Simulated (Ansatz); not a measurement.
Given:

HfC:
```
CELL_PARAMETERS angstrom
      0.00000     2.28619     2.28619
      2.28619     0.00000     2.28619
      2.28619     2.28619     0.00000
ATOMIC_POSITIONS crystal
  C  0.00000 0.00000 0.00000
  Hf 0.50000 0.50000 0.50000
```

This is the LDA-relaxed structure.

### Question
All from DFT-LDA in the program Ansatz with PAW potentials, unless another level is named. Estimate the electronic character.

### Answer
metallic (no gap).

### Question
Next, the formation energy from the elements (no fitted shifts)?

### Answer
-1.01 eV/atom.

### Question
Predict the density of states at the Fermi level.

### Answer
0.12 states/eV per atom (mean over ±0.08 eV).

Space group Fm-3m (rock salt). The cell was relaxed with LDA under the symmetry of its start; of distortions, only those at the zone centre were tested. No spin polarisation was allowed. The references are the lowest solids computed at this level, not always the standard phases. Spin–orbit coupling is left out wherever it is not named.

Potentials: the later of the program's two PAW sets.
